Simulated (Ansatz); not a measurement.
Ba$_{2}$O:
```xyz
3
Lattice="1.9516 1.1267 7.1598 -1.9516 1.1267 7.1598 0.0000 -2.2535 7.1598" Properties=species:S:1:pos:R:3 pbc="T T T"
Ba     0.0000     0.0000    15.8028
Ba     0.0000     0.0000     5.6765
O      0.0000     0.0000     0.0000
```

Relaxed with PBEsol. Special points in fractions of this cell's reciprocal vectors: Γ (0.000, 0.000, 0.000); T (0.500, 0.500, 0.500); H2 (0.817, 0.183, 0.500); H0 (0.500, -0.183, 0.183); L (0.500, 0.000, 0.000); S0 (0.342, -0.342, 0.000); S2 (0.658, 0.000, 0.342); F (0.500, 0.000, 0.500).

**Question.** List the band energies nearest the Fermi level at these points for the program Ansatz at the PBEsol level (PAW).

**Answer.** In eV from the Fermi level; about four levels below and three above (degenerate sets whole), none deeper than 8.9 eV; points with the same levels are listed once.

| k | below | above |
|---|---|---|
| Γ | -4.67 -4.31 -4.31 -1.95 | 0.49 1.20 1.98 1.98 |
| T | -4.30 -4.30 -0.99 -0.33 | 0.83 2.07 2.07 |
| H2 | -4.03 -3.94 -3.84 | 0.42 0.63 0.76 |
| L | -4.29 -4.01 -3.79 -0.51 | 0.47 0.98 1.17 |
| S0 | -4.01 -3.96 -3.84 | 0.43 0.65 0.84 |
| F | -4.33 -4.03 -3.83 -0.77 | 0.01 0.34 2.06 |

Space group R-3m. The start of the workflow was typed in or built on a structure type; neither database checked (COD, Materials Project) lists it. Its standing as an ambient phase is unchecked. Symmetry was held in the PBEsol relaxation; whether a distortion lowers the energy is not shown. The volume moved by -23 % from the start of the relaxation. Scalar-relativistic: spin–orbit coupling is off unless named, which matters more the heavier the elements.

Potentials: the earlier of the program's two PAW sets. The files were generated under PBE; for other functionals the program regenerates the frozen cores, and for LDA and PBEsol the local potential too.
